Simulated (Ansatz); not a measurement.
# Profile along the Au–Au line in Au (fcc, Cu type)

Au (fcc, Cu type), conventional cell a = 4.1240 Å, b = 4.1240 Å, c = 4.1240 Å, α = 90.00°, β = 90.00°, γ = 90.00°. The calculation uses the primitive cell of 1 atom, to which meshes and values per cell refer.

Fields along a shortest Au–Au line of a {110} plane (2.92 Å), from Au to Au, interpolated on the slice's grid (step about 0.2 Å). Calculation: r2SCAN (plane waves to 500 eV, PAW, scalar-relativistic; Ansatz, a first-principles code). k mesh 19×19×19. These are valence fields of a PAW run, semicore shells included where kept as valence: close to a nucleus they are smooth pseudo fields. Au was relaxed with its symmetry unable to fall. Spin-orbit coupling is left out, though Au is heavy. The PAW data are Ansatz's earlier set.

```
distance from Au (Å)  valence electron density (e/Å³)  electron localisation function
--------------------  -------------------------------  ------------------------------
0.00                                            15.72                               x
0.15                                            14.59                               x
0.29                                            11.87                               x
0.44                                             8.70                               x
0.58                                             5.89                            0.52
0.73                                             3.35                            0.49
0.88                                             1.53                            0.42
1.02                                             0.72                            0.33
1.17                                             0.43                            0.25
1.31                                             0.30                            0.21
1.46                                             0.27                            0.19
1.61                                             0.30                            0.21
1.75                                             0.43                            0.25
1.90                                             0.72                            0.33
2.04                                             1.53                            0.42
2.19                                             3.35                            0.49
2.34                                             5.89                            0.52
2.48                                             8.70                               x
2.63                                            11.87                               x
2.77                                            14.59                               x
2.92                                            15.72                               x
```

x: too close to a nucleus for the ELF to mean much.

Density on the Au–Au line (2.92 Å) at its midpoint: 0.27 e/Å³. ELF at that point: 0.2.
